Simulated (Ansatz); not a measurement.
Ba$_{2}$Hg:
```
Ba2Hg
1.0
   -2.11040     2.11040     7.69708
    2.11040    -2.11040     7.69708
    2.11040     2.11040    -7.69708
Ba Hg
2 1
Direct
  0.37338   0.37338   0.00000
  0.62662   0.62662   0.00000
  0.00000   0.00000   0.00000
```

Relaxed with r²SCAN. Special points in fractions of this cell's reciprocal vectors: Γ (0.000, 0.000, 0.000); X (0.000, 0.000, 0.500); P (0.250, 0.250, 0.250); N (0.000, 0.500, 0.000); M (0.500, 0.500, -0.500); S (0.269, 0.731, -0.269); S0 (-0.269, 0.269, 0.269); R (-0.038, 0.038, 0.500); G (0.500, 0.500, -0.038).

### Question
List the band energies nearest the Fermi level at these points for r²SCAN (plane waves, PAW; program Ansatz).

### Answer
In eV from the Fermi level; about four levels below and three above (degenerate sets whole), none deeper than 8.9 eV; points with the same levels are listed once.

```json
[
 {"k": "Γ", "below": "-7.42 -7.42 -5.81 -1.35 -0.74", "above": "0.83 1.14 1.52"},
 {"k": "X", "below": "-4.40 -0.98 -0.88 -0.68", "above": "1.05 1.18 1.90"},
 {"k": "P", "below": "-4.40 -0.91 -0.85 -0.85", "above": "1.45 1.45 1.60"},
 {"k": "N", "below": "-7.47 -7.31 -4.70 -1.38", "above": "0.03 0.50 1.26"},
 {"k": "M", "below": "-7.41 -7.41 -5.66 -2.23", "above": "0.63 0.71 1.16"},
 {"k": "S", "below": "-7.32 -4.72 -1.25 -0.15", "above": "0.51 1.26 1.54"},
 {"k": "R", "below": "-4.41 -0.95 -0.85 -0.69", "above": "1.01 1.26 1.89"}
]
```

Space group I4/mmm (MoSi2 or CaC2 type). The workflow started from a Materials Project entry (that database holds measured and hypothetical structures alike); the Crystallography Open Database files this formula in space group No. 139, but the cells were not matched. Its standing as an ambient phase is unchecked. The cell was relaxed with r²SCAN under the symmetry of its start; its stability against distortions is not shown here. Spin–orbit coupling is left out wherever it is not named.

Potentials: the later of the program's two PAW sets.
